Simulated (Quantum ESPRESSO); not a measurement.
Parts of the isotropic shielding in MgS, by PBE GIPAW (a modified build of Quantum ESPRESSO, JTH PAW datasets), 20 Ha, k-mesh 6×6×6 shifted:

```xyz
2
Lattice="0.0000 2.6016 2.6016 2.6016 0.0000 2.6016 2.6016 2.6016 0.0000" Properties=species:S:1:pos:R:3 pbc="T T T"
Mg     0.0000     0.0000     0.0000
S      2.6016     2.6016     2.6016
```
The cell was made here from an entry of the Crystallography Open Database (unchecked): atoms relaxed with PBE in the measured cell (PBE without dispersion, pw.x of Quantum ESPRESSO, symmetry kept).  Stability against distortions was not tested.

The core term is that of the free atom's frozen core; the paramagnetic column sums the reconstruction terms. Shieldings are absolute and leave out the bulk-susceptibility term; a larger σ means a smaller chemical shift. By our sweeps, such settings leave a few ppm in absolute σ. The datasets of Mg, S hold no d projectors, which limits absolute σ on these atoms. The structure is static (0 K, no zero-point motion).

```
site          core  bare (smooth current)  diamagnetic correction  paramagnetic corrections  σ_iso (ppm)
-----------  -----  ---------------------  ----------------------  ------------------------  -----------
Mg (atom 1)  412.8                   22.3                   250.0                         ?            ?
S (atom 2)   979.8                   39.5                   -10.1                         ?            ?
```

Problem. What belongs in the gaps?

Solution. 
- Mg (atom 1), paramagnetic corrections: -124.2
- Mg (atom 1), σ_iso (ppm): 560.9
- S (atom 2), paramagnetic corrections: -421.7
- S (atom 2), σ_iso (ppm): 587.5
